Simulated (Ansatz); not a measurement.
# SnSi₃O₈ (rutile sites, Cmmm) by several functionals

All numbers come from the plane-wave code Ansatz. (Calculated; non-magnetic; the phase may be known or hypothetical.)

Structure: a 12-atom cell of SnSi₃O₈ built on the rutile structure (relaxed group Cmmm), at its r2SCAN minimum. Space group Cmmm (No. 65), orthorhombic; a = 6.020 Å, b = 6.210 Å, c = 5.647 Å in the conventional setting, 8.80 Å³ an atom. Si has 6 O at 1.78–1.83 Å; Si has 6 O at 1.76–1.90 Å; O has 2 Si at 1.76–1.78 Å and 1 Sn at 1.99 Å; O has 3 Si at 1.81–1.90 Å; Sn has 6 O at 1.99–2.02 Å; O has 2 Si at 1.83 Å and 1 Sn at 2.02 Å.

```yaml
crystal:
  lattice:
    - [3.01017, -3.10488, 0.00000]
    - [3.01017, 3.10488, 0.00000]
    - [0.00000, 0.00000, 5.64717]
  atoms:
    - { symbol: Si, position: [0.50000, 0.50000, 0.23872] }
    - { symbol: Si, position: [0.00000, 0.00000, 0.00000] }
    - { symbol: O, position: [0.20426, 0.20426, 0.22273] }
    - { symbol: O, position: [0.79574, 0.79574, 0.22273] }
    - { symbol: O, position: [0.69424, 0.30576, 0.00000] }
    - { symbol: O, position: [0.30576, 0.69424, 0.00000] }
    - { symbol: Si, position: [0.50000, 0.50000, 0.76128] }
    - { symbol: Sn, position: [0.00000, 0.00000, 0.50000] }
    - { symbol: O, position: [0.20426, 0.20426, 0.77727] }
    - { symbol: O, position: [0.79574, 0.79574, 0.77727] }
    - { symbol: O, position: [0.67505, 0.32495, 0.50000] }
    - { symbol: O, position: [0.32495, 0.67505, 0.50000] }
```

Relaxed lattice by functional, symmetry kept:
```json
{"functional": "PBE", "k mesh": "6×6×4", "a (Å)": "6.096", "b (Å)": "6.291", "c (Å)": "5.697", "volume (Å³/atom)": "9.10"}
{"functional": "r2SCAN", "k mesh": "6×6×4", "a (Å)": "6.020", "b (Å)": "6.210", "c (Å)": "5.647", "volume (Å³/atom)": "8.80"}
{"functional": "PBEsol", "k mesh": "6×6×4", "a (Å)": "6.038", "b (Å)": "6.221", "c (Å)": "5.664", "volume (Å³/atom)": "8.86"}
```

Gaps on the r2SCAN cell, each the least over its mesh and the special points:
```tsv
level	k mesh	gap (eV)	kind	edges	least direct gap (eV)
PBE	6×6×4	3.55	direct	Γ	3.55
PBE+SOC	6×6×4	3.56	direct	Γ	3.56
r2SCAN	6×6×4	4.35	direct	Γ	4.35
HSE06	4×4×4	5.52	direct	Γ	5.52
PBE0	4×4×4	6.27	direct	Γ	6.27
```
PBE: smearing of 0.02 eV; the others have fixed occupations.
Wave cutoffs: 420 eV, 500 eV (r2SCAN).

With HSE06 the gap is 5.52 eV and direct, at Γ. Spin-orbit coupling changes the PBE gap by 0.00 eV, to 3.56 eV.

r2SCAN covers 41 % of the step from PBE to HSE06. Spin-orbit coupling moves the least or the direct gap by up to 0.01 eV, so it can be left out where a tenth of an eV counts. Among these functionals the gap stays direct.

On the PBEsol cell (a = 6.038 Å, b = 6.221 Å, c = 5.664 Å), with PBEsol: The zone-centre optical frequencies run from 176 to 892 cm⁻¹, none imaginary (the rest of the zone wasn't tested). With the long-range field the highest mode reaches 954 cm⁻¹. By the program's warning the force constants, and with them frequencies and ε⁰, aren't converged on this mesh. ε∞: 3.63, 3.79 and 3.96 along x, y and z. With the ions relaxed, ε⁰ is 12.0, 20.1 and 11.2 along x, y and z. Born charges, averaged over directions: Si +4.02, O -2.04 to -2.02, Sn +4.12 e. The program notes that the ground state's band table doesn't vouch for all the bands that the response reads.

Only the levels marked +SOC include spin-orbit coupling.

The meshes of the hybrids are coarse, so their gaps aren't converged to the digits shown.
